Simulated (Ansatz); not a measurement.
CeO2:
```cif
data_CeO2
_chemical_formula_sum 'Ce1 O2'
_space_group_name_H-M_alt 'P 1'
_space_group_IT_number 1
_cell_length_a 3.84516
_cell_length_b 3.84516
_cell_length_c 3.84516
_cell_angle_alpha 60.000
_cell_angle_beta 60.000
_cell_angle_gamma 60.000
loop_
_space_group_symop_operation_xyz
  'x, y, z'
loop_
_atom_site_label
_atom_site_type_symbol
_atom_site_fract_x
_atom_site_fract_y
_atom_site_fract_z
_atom_site_occupancy
Ce1 Ce 0.00000 0.00000 0.00000 1
O1 O 0.25000 0.25000 0.25000 1
O2 O 0.75000 0.75000 0.75000 1
```

Relaxed with r²SCAN.

Decompose the optical modes at the zone centre into irreducible representations, and say which are infrared and Raman allowed.

Point group m-3m: Γ_opt = T1u + T2g. Infrared: T1u. Raman: T2g.

Assign frequencies (DFPT, DFT-r²SCAN in the program Ansatz with PAW potentials; without the LO–TO term).

T1u 268, T2g 434 cm⁻¹.

Space group Fm-3m (fluorite). The r²SCAN relaxation kept the symmetry of its start. No spin polarisation was allowed. The 4f shell is in the valence. No Hubbard U is applied. Spin–orbit coupling is left out wherever it is not named.

Potentials: the earlier of the program's two PAW sets. The files were generated under PBE; for other functionals the program regenerates the frozen cores, and for LDA and PBEsol the local potential too.
